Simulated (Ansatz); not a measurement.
Data:

C:
```cif
data_C4
_chemical_formula_sum 'C4'
_space_group_name_H-M_alt 'P 1'
_space_group_IT_number 1
_cell_length_a 4.66775
_cell_length_b 4.66775
_cell_length_c 4.66775
_cell_angle_alpha 148.626
_cell_angle_beta 148.626
_cell_angle_gamma 44.962
loop_
_space_group_symop_operation_xyz
  'x, y, z'
loop_
_atom_site_label
_atom_site_type_symbol
_atom_site_fract_x
_atom_site_fract_y
_atom_site_fract_z
_atom_site_occupancy
C1 C 0.41394 0.41394 0.00000 1
C2 C 0.16394 0.66394 0.50000 1
C3 C 0.33606 0.83606 0.50000 1
C4 C 0.58606 0.58606 0.00000 1
```

This is the PBEsol-relaxed structure.

Q: All from PBEsol in the plane-wave PAW code Ansatz, unless another level is named. Estimate the electronic character.

A: metallic (no gap).

Q: Next, the density of states at the Fermi level?

A: 0.14 states/eV per atom (mean over ±0.08 eV).

Space group I4_1/amd. The start of the workflow was typed in or built on a structure type; the Crystallography Open Database files this formula in space group No. 141, but the cells were not matched. It is not the phase usual at ambient conditions (space group No. 194, 227). Symmetry was held in the PBEsol relaxation; of distortions, only those at the zone centre were tested.

Potentials: the later of the program's two PAW sets.
